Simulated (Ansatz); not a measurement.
# SiC, first-principles data

SiC:
```
CELL_PARAMETERS angstrom
      3.06567     0.00000     0.00000
     -1.53284     2.65495     0.00000
      0.00000     0.00000     7.03113
ATOMIC_POSITIONS crystal
  Si 0.00000 0.50000 0.33333
  Si 0.50000 0.50000 0.66667
  Si 0.50000 0.00000 0.00000
  C  0.00000 0.50000 0.83333
  C  0.50000 0.50000 0.16667
  C  0.50000 0.00000 0.50000
```

Space group P6_422 (No. 181); conventional cell a = b = 3.066 Å, c = 7.031 Å, α = β = 90.00°, γ = 120.00°.

Method: the program Ansatz at the PBEsol level (PAW). The cell and atoms are relaxed at this level. Other levels are named where they apply.

**Cell and energy**

Volume per atom: 9.54 Å³
Density: 3.49 g/cm³
Formation energy from the elements (no fitted shifts): 26 kJ/mol of atoms

**Electronic structure**

- Band gap = 0.77 eV (indirect)
- Valence-band maximum = at Γ
- Conduction-band minimum = at M (3 equivalent valleys)
- Smallest direct gap on the standard path = 2.98 eV
- Electron effective mass = 0.17, 0.45, 0.88 mₑ (principal values)
- Hole effective mass = 0.38, 0.38, 3.5 mₑ (principal values)
- HSE06 gap on the PBEsol cell = 1.63 eV

**Mechanics**

Bulk modulus (Birch–Murnaghan fit): 230 GPa
Pressure derivative B′: 3.9
Elastic constants (relaxed ions, GPa): C11 = 453, C12 = 91.0, C13 = 105, C33 = 607, C44 = 201
Mechanical stability: stable (all eigenvalues of C positive)
Hill bulk and shear moduli: 233 and 197 GPa
Young's modulus: 460 GPa
Poisson's ratio: 0.17
Debye temperature from the elastic constants: 1160 K
Piezoelectric stress constants (proper, relaxed ions, C/m²): e14 = -0.61, e25 = 0.61

**Dielectric response**

- Electronic dielectric constant ε∞ (DFPT) = 11.3 (xx = yy), 11.4 (zz)
- Static dielectric constant ε0 (ions relaxed, cell fixed) = 23.5 (xx = yy), 17.4 (zz)
- Born charges (a third of the trace) = Si +3.24, C -3.24 e

**Phonons**

- Highest zone-centre frequency (without LO–TO term) = 837 cm^-1
- Zone-centre stability = no imaginary mode at Γ
- Dynamical stability on the path = stable (no imaginary branch)
- Zero-point energy = 98.9 meV/atom
- Vibrational entropy at 300 K = 10.2 J/(K·mol of atoms)

The start of the workflow was typed in or built on a structure type; neither database checked (COD, Materials Project) lists it. It is not the phase usual at ambient conditions (space group No. 186, 216). The PBEsol relaxation kept the symmetry of its start. Its formation energy is positive at this level, so the cell may be metastable or incomplete. Signs of piezoelectric constants follow the polarity of the cell as given. The references are the lowest solids computed at this level, not always the standard phases.

Potentials: the later of the program's two PAW sets.
